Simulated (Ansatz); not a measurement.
Starting cell, BP (zinc blende):

```yaml
crystal:
  lattice:
    - [0.00000, 4.54847, 4.54847]
    - [2.27424, 2.27424, 4.54847]
    - [2.27424, 2.27424, 0.00000]
  atoms:
    - { symbol: P, position: [0.00000, 0.75000, 0.75000] }
    - { symbol: P, position: [0.50000, 0.75000, 0.75000] }
    - { symbol: B, position: [0.00000, 0.00000, 0.00000] }
    - { symbol: B, position: [0.50000, 0.00000, 0.00000] }
```

The atoms are displaced by Q × the pattern below (from a DFPT mode at X = (0.5, 0.5, 0.0), largest move 1; Q in Å), at fixed cell. It is one choice among 2 degenerate patterns. (q is in reciprocal vectors of the primitive cell; the cell shown is doubled to hold the pattern.)

```tsv
atom	x	y	z
P1	-0.279	0.000	0.000
P2	0.279	0.000	0.000
B3	0.000	1.000	0.000
B4	0.000	-1.000	0.000
```

Computed with PBE (plane waves to 420 eV, PAW, scalar-relativistic; Ansatz, an electronic-structure program). k mesh 12×12×12 (Γ-centred), Fermi-Dirac smearing 0.05 eV. BP was relaxed with its symmetry unable to fall.

At one point of the scan the forces (eV/Å) are:

```csv
atom,Fx,Fy,Fz
P1,-0.942,0.000,0.000
P2,0.942,0.000,0.000
B3,0.000,1.170,0.000
B4,0.000,-1.170,0.000
```

Question: Which point is it?
A. Q = -0.090 Å
B. Q = -0.150 Å
C. Q = -0.180 Å
D. Q = -0.060 Å

Answer: D, Q = -0.060 Å

(A displaced cell: forces are minus the slopes of the energy, force constants its curvatures, and phonons follow from these.)
